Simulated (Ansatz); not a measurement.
**GaSb: relaxed-ion elastic tensor**

These are results of DFT PBE, scalar-relativistic, plane waves, PAW in Ansatz 0.2.0, not measurements. Plane waves to 420 eV; Γ-centred k mesh 8×8×8; Fermi-Dirac smearing of 0.15 eV. No spin polarisation.

The cell is fixed (symmetry leaves no force on the atoms) and stands under -0.1 GPa:
```yaml
crystal:
  lattice:
    - [0.00000, 3.11130, 3.11130]
    - [3.11130, 0.00000, 3.11130]
    - [3.11130, 3.11130, 0.00000]
  atoms:
    - { symbol: Ga, position: [0.00000, 0.00000, 0.00000] }
    - { symbol: Sb, position: [0.25000, 0.25000, 0.25000] }
```

The cell is the ideal cubic zincblende prototype. Without a gap, frequencies and elastic constants depend on the k mesh and the smearing, soft modes and shear constants most.

Question: Give the relaxed-ion elastic constants (GPa, Voigt order xx yy zz yz xz xy, on the axes of the cell above).

Answer:
C11 = 70.2, C12 = 30.2, C13 = 30.2, C22 = 70.2, C23 = 30.2, C33 = 70.2, C44 = 33.1, C55 = 33.1, C66 = 33.1 GPa; the others vanish.

Question: Is the crystal stable against homogeneous strain?

Answer: Yes: the least eigenvalue of the tensor is 33.1 GPa.

Question: And the moduli of a polycrystal (Hill averages)?

Answer: B = 44 GPa, G = 27 GPa, E = 67 GPa, ν = 0.24.

The bands only touch here, so at this level the crystal is a zero-gap semiconductor or semimetal, not an ordinary metal; spin–orbit coupling, left out, can open or move such a gap.

Cost: 1 run of about 2.1 core-minutes, on Oxide Virtual Turin-like Processor (Zen 5) (shared hosts).